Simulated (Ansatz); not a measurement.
The guess for GaBiSe4 was made by a generator: random cell by space group and Wyckoff sites (P4/mmm, No. 123). The dimensions are guesses.

```
Ga Bi Se
1.0
     5.22552    0.00000    0.00000
     0.00000    5.22552    0.00000
     0.00000    0.00000    5.87573
Ga Bi Se
1 1 4
Cartesian
  0.0000 0.0000 0.0000
  2.6128 2.6128 2.9379
  0.0000 2.6128 2.9379
  2.6128 0.0000 2.9379
  0.0000 0.0000 2.9379
  2.6128 2.6128 0.0000
```

These are results of DFT PBE, scalar-relativistic, plane waves, PAW (Ansatz), not measurements. Cutoff 420 eV, Gaussian smearing, Γ-centred meshes. Cell and atoms relax first on a coarse mesh and then on a finer one. In between, the cell is made exact in the group found at 0.06 Å. In metals the finer mesh still leaves noise of several meV/atom or more. The steps can't lower the symmetry of their start. No spin polarisation.

A guess keeps its type if space group and coordination stay and the shape of the cell changes little (axis ratios within about 15 %, angles within 6°); the volume may change.

Task: Will the relaxed cell still be of the starting type?

Result: It keeps its type. The symmetry stays P4/mmm (No. 123). The volume per atom grows by 13.8 %, from 26.7 to 30.4 Å³. The shortest distance goes from 2.61 Å (Bi–Se and Se–Se) to 2.83 Å (Bi–Se and Se–Se). The ratio c/a of the conventional cell changes by a factor of 0.89. Counting neighbours within 15 % of an atom's shortest distance, the start has Bi 6, Ga 2, Se 2/4/6 and the end Bi 6, Ga 2, Se 2/4/6.

The last run used an 8×8×8 mesh for its 6-atom cell and Gaussian smearing of 0.10 eV. Spin–orbit coupling, which can matter for Bi, is left out. A structure relaxed within its symmetry needn't be a true minimum. Another cell of GaBiSe4 relaxed alike, in Cmmm, lies 79 meV/atom lower, so this cell isn't the stable form at this level.

In counts of neighbours, a slash parts the counts of unlike sites.
